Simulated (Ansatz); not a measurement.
Input:

Starting cell, Au (fcc, Cu type):

```
CELL_PARAMETERS angstrom
      4.15726     0.00000     0.00000
      0.00000     4.15726     0.00000
      0.00000     0.00000     4.15726
ATOMIC_POSITIONS crystal
  Au 0.00000 0.00000 0.00000
  Au 0.50000 0.50000 0.00000
  Au 0.50000 0.00000 0.50000
  Au 0.00000 0.50000 0.50000
```

In this cell atom 3 (Au, nearest neighbour Au at 2.940 Å; its periodic images, 4.2 Å or more away, move with it) is moved by s along Cartesian z, unit vector (0.000, 0.000, 1.000); all other atoms and the cell stay fixed.

Method: PBE (plane waves to 420 eV, PAW, scalar-relativistic; Ansatz, a program for electronic structure). k mesh 9×9×9 (Γ-centred), Fermi-Dirac smearing 0.05 eV. Energies are smeared free energies. With partly filled bands, energies and forces of such displacements shift with the k mesh and the smearing. Au was relaxed with its symmetry unable to fall. Spin-orbit coupling is left out, though Au is heavy. The PAW data are Ansatz's earlier set. The zero of ΔE is the undisplaced structure.

The scan covers s from -0.290 to 0.290 Å in 11 points.

Is this a single well or a double well?

A single well with its minimum at or next to zero displacement.

Is the energy the same for equal positive and negative displacements?

Even: the same for both signs. With its periodic images moving along, the atom's site symmetry in this cell is m-3m.

What is the force constant k = d²E/ds² of this move at s = 0?

5.35 eV/Å².

(For displaced atoms, the force is minus the slope of the energy, and its curvature is a force constant, which sets phonon frequencies.)
